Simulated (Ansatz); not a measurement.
Pt (hcp (Mg type), P6_3/mmc) at seven volumes, plane-wave PAW PBEsol (Ansatz code), shape and atoms relaxed at each. One row is withheld.

| V (Å³/atom) | P (GPa) |
|---|---|
| 13.770 | 34.01 |
| 14.224 | 20.45 |
| 14.678 | 9.25 |
| 15.132 | -0.01 |
| 15.586 | ? |
| 16.040 | -13.89 |
| 16.494 | -18.99 |

### Question
Fit the shown pressures and predict the withheld one.

### Answer
P = (3/2)B₀(x^(7/2) − x^(5/2))[1 + (3/4)(B′ − 4)(x − 1)] with x = (V₀/V)^(2/3). Least squares on the six rows gives V₀ = 15.132 Å³/atom, B₀ = 279 GPa, B′ = 5.45. At V = 15.586, x = 0.9805 and P = -7.61 GPa. The run itself gave -7.63 GPa.

The first step of the workflow began from a Materials Project structure, measured or hypothetical; the Crystallography Open Database copy checked does not list it. It is not the phase usual at ambient conditions (space group No. 225). The cell was relaxed with PBEsol under the symmetry of its start; of distortions, only those at the zone centre were tested. No spin polarisation was allowed. Scalar-relativistic: spin–orbit coupling is off unless named, which matters more the heavier the elements.

Potentials: the later of the program's two PAW sets.
